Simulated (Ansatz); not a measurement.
La₂GeI₂:
```
La2GeI2
1.0
    4.38529     0.00000     0.00000
   -2.19265     3.79777     0.00000
    0.00000     0.00000    10.57789
La Ge I
2 1 2
Direct
  0.66667   0.33333   0.65712
  0.33333   0.66667   0.34288
  0.00000   0.00000   0.50000
  0.33333   0.66667   0.84667
  0.66667   0.33333   0.15333
```

Relaxed with LDA. 

HSE06 on this cell (Ansatz, a quantum-chemistry and plane-wave program, PAW) gives a gap of 0.52 eV. What does LDA give?

0.14 eV.

Cost on shared cores: the LDA run (SCF on a 7×7×3 mesh, then bands and DOS) very roughly 70 core-seconds, the HSE06 run (SCF on 4×4×2, then a few points) around 5 core-minutes (rough); the tasks are unlike.

Space group P-3m1. The first step of the workflow began from a Materials Project structure, measured or hypothetical; the Crystallography Open Database files this formula in space group No. 164, but the cells were not matched. Whether it is the stable phase at ambient conditions was not checked. The cell was relaxed with LDA under the symmetry of its start; whether a distortion lowers the energy is not shown. A crystal of weakly bound layers computed without a dispersion correction: the cell and the soft elastic constants depend strongly on that. Spin–orbit coupling is left out wherever it is not named.

Potentials: the later of the program's two PAW sets.

Ansatz is a plane-wave DFT program.
